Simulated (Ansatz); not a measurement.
With the program Ansatz at the PBE level (PAW), Hg in the simple rhombohedral structure (R-3m) relaxes to a = 4.140 Å, c = 5.936 Å. Hg has 6 nearest neighbours from 3.10 Å (octahedral).

Electronic character: metallic (no gap).

The bulk modulus is 13.2 GPa. The relaxed-ion elastic constants in GPa are C11 = 16.9, C12 = 8.7, C13 = 15.0, C14 = 5.6, C33 = 18.3, C44 = 7.1.

The PBE relaxation kept the symmetry of its start. The substance is a gas or liquid at ambient conditions; this is its low-temperature solid. The volume moved by 27 % from the start of the relaxation. As this level gives no gap, shear constants depend on the k-mesh and smearing (Fermi–Dirac, 0.1 eV here). Axis ratios of metals converge slowly with the k-mesh, so a and c are less sure than the volume. Spin–orbit coupling is left out wherever it is not named.

Potentials: the later of the program's two PAW sets.
